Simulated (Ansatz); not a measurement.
**Ba₂CaMoO₆: computed property card**

Ba2CaMoO6:
```
CELL_PARAMETERS angstrom
      0.00000     4.19528     4.19528
      4.19528     0.00000     4.19528
      4.19528     4.19528     0.00000
ATOMIC_POSITIONS crystal
  Ba 0.75000 0.75000 0.75000
  Ba 0.25000 0.25000 0.25000
  Ca 0.00000 0.00000 0.00000
  Mo 0.50000 0.50000 0.50000
  O  0.72880 0.72880 0.27120
  O  0.27120 0.27120 0.72880
  O  0.27120 0.72880 0.72880
  O  0.72880 0.27120 0.27120
  O  0.72880 0.27120 0.72880
  O  0.27120 0.72880 0.27120
```

Space group Fm-3m (No. 225); conventional cell a = 8.3906 Å, b = 8.3906 Å, c = 8.3906 Å, α = 90.00°, β = 90.00°, γ = 90.00°.

Method: plane-wave PAW r²SCAN (Ansatz code). Structure relaxed to zero pressure with the same functional. Other levels are named where they apply.

Cell and energy:

```
Property                                                       Value
-----------------------------------------------------  -------------
Volume per atom                                             14.77 Å³
Density                                                   5.70 g/cm³
Formation energy from the elements (no fitted shifts)  -2.92 eV/atom
```

Electronic structure:

```
Item                                                                                                                   Result
---------------------------------------------------------------------  ------------------------------------------------------
Band gap                                                                                                   2.50 eV (indirect)
Valence-band maximum                                                                                                     at Γ
Conduction-band minimum                                                                           at X (3 equivalent valleys)
Smallest direct gap on the standard path                                                                              2.55 eV
Electron effective mass                                                                 0.67, 0.67, 2.7 mₑ (principal values)
Electron effective mass with spin–orbit coupling                                        0.67, 0.67, 2.7 mₑ (principal values)
Hole effective mass, band 1 of 3 at the edge                            19 along [100], 3.5 along [110], 2.7 along [111] (mₑ)
Hole effective mass, band 2 of 3 at the edge                           1.3 along [100], 1.8 along [110], 1.6 along [111] (mₑ)
Hole effective mass, band 3 of 3 at the edge                           1.3 along [100], 1.3 along [110], 1.6 along [111] (mₑ)
Hole effective mass with spin–orbit coupling, band 1 of 2 at the edge  3.3 along [100], 2.5 along [110], 2.2 along [111] (mₑ)
Hole effective mass with spin–orbit coupling, band 2 of 2 at the edge  1.3 along [100], 1.5 along [110], 1.7 along [111] (mₑ)
HSE06 gap on the r²SCAN cell                                                                                          3.46 eV
Gap with spin–orbit coupling                                                                                          2.50 eV
```

Mechanics:

```
Item                                  Value
----------------------------------  -------
Bulk modulus (Birch–Murnaghan fit)  123 GPa
Pressure derivative B′                  4.8
```

Charges:

```
Item                                             Value
-------------  ---------------------------------------
Bader charges  Ba +1.61, Ca +1.56, Mo +2.88, O -1.28 e
```

The workflow started from a Materials Project entry (that database holds measured and hypothetical structures alike); the Crystallography Open Database files this formula in space group No. 225, but the cells were not matched. Its standing as an ambient phase is unchecked. The cell was relaxed with r²SCAN under the symmetry of its start; its stability against distortions is not shown here. No spin polarisation was allowed. No Hubbard U is applied. The references are the lowest solids computed at this level, not always the standard phases (solids in place of the gases). Spin–orbit coupling is left out wherever it is not named.

Potentials: the later of the program's two PAW sets.
